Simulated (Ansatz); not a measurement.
**AlPt: do energies and stresses tell the same story?**

Method: DFT r2SCAN, scalar-relativistic, plane waves, PAW (Ansatz).

Plane waves to 500 eV, a k mesh through Γ of 8×8×8 on the computed 8-atom cell and Gaussian smearing (0.10 eV); no spin polarisation.

Relaxed cell: P2_13, a = 4.878 Å, b = 4.878 Å, c = 4.878 Å, α = 90.00°, β = 90.00°, γ = 90.00°, 8 atoms in the primitive cell. Whether it is the stable form of this composition wasn't checked.

Energies at zero smearing and pressures from the stress tensor, at volumes with shape and atoms relaxed:
| V (Å³/atom) | E − E(first) (meV/atom) | P (GPa) |
| --- | --- | --- |
| 12.768 | 0.00 | 35.05 |
| 13.203 | -79.65 | 23.95 |
| 13.638 | -131.57 | 14.59 |
| 14.073 | -160.10 | 6.70 |
| 14.509 | -168.94 | 0.05 |
| 14.944 | -161.18 | -5.55 |
| 15.379 | -139.48 | -10.26 |
| 15.959 | -92.66 | -15.39 |

Problem. Check P = −dE/dV between neighbouring volumes, and get the bulk modulus from the pressures alone.

Solution. With 1 eV/Å³ = 160.2 GPa:
| middle V (Å³/atom) | −ΔE/ΔV (GPa) | mean P (GPa) |
| --- | --- | --- |
| 12.985 | 29.318 | 29.501 |
| 13.420 | 19.111 | 19.269 |
| 13.856 | 10.505 | 10.646 |
| 14.291 | 3.252 | 3.375 |
| 14.726 | -2.856 | -2.752 |
| 15.161 | -7.989 | -7.908 |
| 15.669 | -12.924 | -12.824 |

The two differ by 0.18 GPa at most. The mean of two end pressures misses the average over a step by about ΔV² P″/12, up to 0.16 GPa here; with that taken off 0.03 GPa remains. The stress is the derivative of the free energy, not of the energy at zero smearing, and with free energies 0.01 GPa remains. Around V = 14.509 Å³/atom, the two neighbours give B = −V ΔP/ΔV = 14.509 × 12.25 / 0.871 = 204.2 GPa, against B0 = 202.6 GPa from the Birch–Murnaghan fit of the energies.

Spin–orbit coupling is left out, which can shift energies with elements as heavy as these.

Cost: 9 runs of about 31 core-minutes in all, on Intel Xeon Platinum 8259CL (Skylake/Cascade Lake) (shared hosts).